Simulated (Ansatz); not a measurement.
NiSi (MnP type, space group Pnma)

```xyz
8
Lattice="5.1898 0.0000 0.0000 0.0000 3.3503 0.0000 0.0000 0.0000 5.6236" Properties=species:S:1:pos:R:3 pbc="T T T"
Ni     2.6360     0.8376     3.8704
Ni     0.0411     0.8376     4.5649
Ni     2.5539     2.5127     1.7532
Ni     5.1488     2.5127     1.0586
Si     3.5252     0.8376     0.4655
Si     0.9303     0.8376     2.3463
Si     1.6647     2.5127     5.1581
Si     4.2596     2.5127     3.2772
```

The volume is varied about the relaxed value V₀ at fixed cell shape. The atoms relax within the cell's symmetry.

Computed with PBE (plane waves to 420 eV, PAW, scalar-relativistic; Ansatz, an electronic-structure program). k mesh 9×14×8 (Γ-centred), Fermi-Dirac smearing 0.05 eV. E stands for the smeared free energy. Stress and pressure are positive under compression. With the shape held, the modulus is that of even scaling; a crystal free to change shape is softer. NiSi is run without spin polarisation. NiSi was relaxed with its symmetry unable to fall. The PAW data are Ansatz's earlier set. ΔE is measured from the relaxed starting cell. The last digit holds for this mesh only.

```csv
V (Å³/atom),ΔE (meV/atom)
10.267,227.0
10.593,148.8
10.919,90.0
11.245,47.9
11.571,withheld
11.896,4.8
12.222,0.0
12.548,4.3
12.874,16.5
13.200,35.3
13.526,59.9
13.852,89.3
14.178,122.9
```

Question: Fit a third-order Birch-Murnaghan form (E₀, V₀, B₀, B₀′ free) to the given rows and predict ΔE at V = 11.571.

Answer: Least squares on the 12 given rows: ΔE = E₀ + (9V₀B₀/16)·y²·[2 + (B₀′ − 4)y], y = (V₀/V)^(2/3) − 1, with V₀ = 12.224 Å³/atom, B₀ = 166.9 GPa (160.2 GPa = 1 eV/Å³; the term in eV is multiplied by 1000), B₀′ = 4.68, E₀ = 0.10 meV/atom; root-mean-square residual 0.10 meV/atom. At 11.571 the fit gives 20.3 meV/atom; the calculation gives 20.2 meV/atom, so the interpolation is off by 0.1 (+0.5 %). For the pressure the fit gives 10.4 GPa against the computed 10.4 GPa.

(A scan under strain: stresses follow from slopes of the energy per volume, elastic moduli from its curvatures.)
